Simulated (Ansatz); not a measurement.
The start is a generated cell, Nb built in the diamond structure type. The cell and all atomic positions are relaxed at zero pressure with r2SCAN (plane waves to 500 eV, PAW, scalar-relativistic; Ansatz, a quantum-chemistry and plane-wave program). The first steps use a coarse 10×10×10 k-mesh.

The start:
```
CELL_PARAMETERS angstrom
      0.00000     2.92373     2.92373
      2.92373     0.00000     2.92373
      2.92373     2.92373     0.00000
ATOMIC_POSITIONS crystal
  Nb 0.25000 0.25000 0.25000
  Nb 0.00000 0.00000 0.00000
```

Q: How do the shortest distances between atoms change?

A: The closest pairs of elements (up to four, under 3.6 Å), start → end: Nb–Nb 2.53 → 2.53 Å.

Q: What band gap does the relaxed structure have at this level?

A: Zero (metallic).

Q: Write out the relaxed structure.

A: 
Space group Fd-3m, origin choice 1 (No. 227); a = b = c = 5.853 Å, α = β = γ = 90.00°

| atom | site | symmetry | x | y | z |
|---|---|---|---|---|---|
| Nb | 8b | -43m | 0.5000 | 0.5000 | 0.5000 |
(The calculation used a cell of 2 atoms; values per cell refer to that cell.)

The space group stays Fd-3m (No. 227) (the run could not lower it); the end is diamond type, with 2 atoms in the primitive cell. Final values are on a 14×14×14 k-mesh of the relaxed cell. No spin polarisation in the result.

The run could not lose the symmetry of its start: the end is stationary, and may be a saddle point rather than a minimum.

All atoms sit on sites fixed by symmetry, so only the cell could relax.

The relaxed structure here is a generated cell of Nb: the first start was made by placing the elements on the sites of a structure type, and the end was not matched to a known phase here, so it may be hypothetical. Known forms of Nb include space group No. 229.
